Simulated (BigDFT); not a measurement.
BigDFT run on the molecule C7H5NO2: self-consistent single point.

Computed with PBE, Daubechies wavelet basis, HGH (Krack) norm-conserving potentials made for PBE, isolated boundary conditions (BigDFT).

SMILES: O=Cc1c(coc1C#N)C
```xyz
15

C     -1.8723     0.5135     0.9489
C     -0.7330    -0.2509     0.3804
C     -0.5964    -1.6241     0.3375
O      0.5728    -1.9756    -0.2545
C      1.2013    -0.8214    -0.5991
C      2.4613    -0.9379    -1.2422
N      3.4940    -0.9745    -1.7704
C      0.4506     0.2780    -0.2363
C      0.8257     1.6599    -0.4556
O      0.1267     2.6090    -0.1163
H     -2.3414     1.1327     0.1778
H     -1.5309     1.1639     1.7603
H     -2.6370    -0.1575     1.3538
H     -1.2157    -2.4469     0.6709
H      1.7943     1.8319    -0.9552
```

Reference input (self-consistent single point, DFT, PBE, Daubechies wavelet basis, HGH (Krack) norm-conserving potentials made for PBE, isolated boundary conditions): basis = Daubechies wavelets; dft.hgrids = 0.33 bohr; dft.rmult = 5 8; dft.ixc = 11; potentials = built-in HGH-K PBE; boundary_conditions = free; dft.gnrm_cv = 1e-04; dft.itermax = 80; dft.idsx = 6; dft.nrepmax = 3. This run's input differs from it in these lines:

```diff
@@ -2,4 +2,4 @@
 dft:
-  hgrids: 0.33
-  rmult: [5, 8]
+  hgrids: 0.363
+  rmult: [5, 7]
   ixc: 11
```

The program printed (abridged):

```
  #------------------------------------------------------------------- Self-Consistent Cycle
 Ground State Optimization:
 - Hamiltonian Optimization: &itrp001
   - Subspace Optimization: &itrep001-01
       Wavefunctions Iterations:
 iter:  1, EKS: -8.36657446810636145E+01, gnrm:  2.64E-01, D: -2.67E-02,
 iter:  2, EKS: -8.45906791269816267E+01, gnrm:  1.00E-01, D: -9.25E-01,
 iter:  3, EKS: -8.46927862401657734E+01, gnrm:  4.90E-02, D: -1.02E-01,
 iter:  4, EKS: -8.47241078371685603E+01, gnrm:  2.27E-02, D: -3.13E-02,
 iter:  5, EKS: -8.47315017347906121E+01, gnrm:  1.15E-02, D: -7.39E-03,
   [... lines left out ...]
 iter:  10, EKS: -8.47355896867308189E+01, gnrm:  8.27E-04, D: -6.03E-05,
 iter:  11, EKS: -8.47356144143317351E+01, gnrm:  5.09E-04, D: -2.47E-05,
 iter:  12, EKS: -8.47356233647532235E+01, gnrm:  3.35E-04, D: -8.95E-06,
 iter:  13, EKS: -8.47356273144744989E+01, gnrm:  2.21E-04, D: -3.95E-06,
 iter:  14, EKS: -8.47356293380309609E+01, gnrm:  1.44E-04, D: -2.02E-06,
 iter:  15, EKS: -8.47356301903398901E+01, gnrm:  1.00E-04, D: -8.52E-07,
 iter:  16, EKS: -8.47356306330611346E+01, gnrm:  6.93E-05, D: -4.43E-07,
       -  &FINAL001  { #---------------------------------------------------------- iter: 17
 iter:  17, EKS: -8.47356308329153194E+01, gnrm:  6.93E-05, D: -2.00E-07,  #FINAL
        #Eigenvalues and New Occupation Numbers
       Orbitals: [
   [... 22 lines left out ...]
 Last Iteration                        : *FINAL001
  #---------------------------------------------------------------------- Forces Calculation
 Total electronic charge               :  49.999999137009
 Electric Dipole Moment (AU):
   P vector                            :  [ -1.329234E+00, -7.020983E-01,  6.933240E-01 ]
   norm(P)                             :  1.65544638E+00
 Electric Dipole Moment (Debye):
   P vector                            :  [ -3.378575E+00, -1.784556E+00,  1.762254E+00 ]
   norm(P)                             :  4.20772459E+00
 BigDFT infocode                       :  0
   [... lines left out ...]
 -  {H: [-6.116238357206E-04,  3.509499060437E-03, -2.284809084937E-04]} # 0012
 -  {H: [-4.773551146683E-04, -2.461803574519E-03,  2.401770519684E-04]} # 0013
 -  {H: [-8.250967924364E-04, -2.210898097772E-04,  4.493683796327E-04]} # 0014
 -  {H: [ 6.165687934436E-03, -3.270829377360E-04, -2.966960309833E-03]} # 0015
 Energy (Hartree)                      : -8.47356308329153194E+01
 Force Norm (Hartree/Bohr)             :  4.16681711051271539E-02
```

The run converged in 17 iterations. Against the reference run the free energy goes up by 6.7 meV/atom and the largest force goes from 0.923 to 0.936 eV/Å.

The grid can part forces that symmetry would make equal. This run is one point of a test of settings, so its values need not be converged; read them against the reference run alone. The geometry comes from a cheaper method or was typed, in some cases with atoms then moved at random; it is not relaxed at this level, and the species need not be a known compound.

Cost on one core: very roughly 60 core-seconds.
